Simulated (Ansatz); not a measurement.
**SiW: which magnetic state is lowest?**

Computed with DFT r2SCAN, scalar-relativistic, plane waves, PAW (Ansatz).

```
CELL_PARAMETERS angstrom
0.00000 2.76318 2.76318
2.76318 0.00000 2.76318
2.76318 2.76318 0.00000
ATOMIC_POSITIONS crystal
W 0.00000 0.00000 0.00000
Si 0.25000 0.25000 0.25000
```

- plane-wave cutoff: 500 eV
- Γ-centred k-mesh: 14×14×14
- occupation rule: Gaussian smearing, 0.1 eV
- list of starting moments (μB, in atom order): 2.5 0
- check for lower electronic states after the SCF: off

All runs keep this geometry, which isn't relaxed for the lowest state (largest force there 0.000 eV/Å, pressure 1.9 GPa) and needn't be a stable compound; relaxing each order can shift differences of a few meV. Site moments are spin moments in atom-centred spheres that scale with the neighbour distance. The states are those that the runs reached from these starts; a lower one can exist. No antiferromagnetic start is among these.

Q: Starts tried: no spin; large parallel starting moments. Which state comes out lowest, and what are the moments?

A: All starts lose their moments; the cell is non-magnetic at this level.

| start | ends | energy above lowest (meV/atom) | site moments (μB) | gap on mesh (eV) | P (GPa) |
| --- | --- | --- | --- | --- | --- |
| no spin | non-magnetic | 0.00 | none over 0.05 | metal | 1.9 |
| large parallel starting moments | non-magnetic | 0.00 | none over 0.05 | metal | 1.9 |

Cost: 2 runs of about 3.2 core-minutes in all, on Intel Xeon Processor @ 2.50GHz (Skylake/Cascade Lake) (shared hosts).